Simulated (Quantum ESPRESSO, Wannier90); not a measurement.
**Wannierisation of CdHgSe2 (R3m)**

```yaml
crystal:
  lattice:
    - [-2.18130, 3.77812, 0.00000]
    - [-4.36260, 0.00000, 0.00000]
    - [-2.18130, 1.25937, 7.11663]
  atoms:
    - { symbol: Cd, position: [0.49967, 0.49967, 0.50099] }
    - { symbol: Hg, position: [0.00015, 0.00015, 0.99956] }
    - { symbol: Se, position: [0.12580, 0.12580, 0.62261] }
    - { symbol: Se, position: [0.62440, 0.62440, 0.12680] }
```

Structure: Materials Project mp-1226733, symmetrised, not relaxed again. Not found in the COD (Crystallography Open Database) copy used; not checked further. Computed values, not measurements, from LDA: Quantum ESPRESSO (norm-conserving PseudoDojo potentials, cutoff 82 Ry, no spin polarisation, no spin-orbit coupling) on a Γ-centred 6×6×6 mesh, then Wannier90. Density: 8×8×8 mesh, Gaussian smearing 0.01 Ry. Spin-orbit coupling is left out although heavy elements are present.

Base run: 16 functions from bands 19-20,31-58 of the 58 computed, start hydrogen-like Cd: s;p; Hg: s;p; Se: s;p, centres 0.05 Å off the atoms, frozen window up to 1.50 eV relative to the Fermi level, outer window open. Bands 21–25 (Cd 4d 95 %), 26–30 (Hg 5d 91 %, Se 4p 6 %) lie between the kept ones and are excluded. One thing is changed at a time; window edges are relative to the Fermi level. The misfit compares interpolated bands with pw.x on a high-symmetry path, for states up to 1.0 eV relative to the Fermi level. Converged means that the tolerances were met: symmetric starts can stop on a saddle, which shows as a larger Ω_OD at equal Ω_I and can move the misfit too.

| setting | functions | frozen to (eV) | Ω_I (Å²) | Ω_D (Å²) | Ω_OD (Å²) | rms misfit (meV) | worst (meV) | ended |
|---|---|---|---|---|---|---|---|---|
| base | 16 | 1.50 | 29.56 | 0.02 | 4.09 | 3.4 | 24 | converged |
| frozen window to -1.50 eV | 16 | -1.50 | 29.25 | 0.02 | 3.91 | 30 | 150 | converged |
| frozen window to 0.50 eV | 16 | 0.50 | 29.40 | 0.02 | 4.00 | 5.1 | 74 | converged |
| frozen window to 3.50 eV | 16 | 3.50 | 31.63 | 0.05 | 4.04 | 3.5 | 24 | converged |
| frozen window to 9.02 eV | 16 | 9.02 | – | – | – | – | – | stops: too many frozen states |
| outer window to 8.16 eV | 16 | 1.50 | – | – | – | – | – | stops: too few bands in the window |
| outer window to 14.16 eV | 16 | 1.50 | 33.46 | 0.07 | 4.25 | 3.4 | 25 | converged |

Runs of this sweep that didn't settle are not listed.
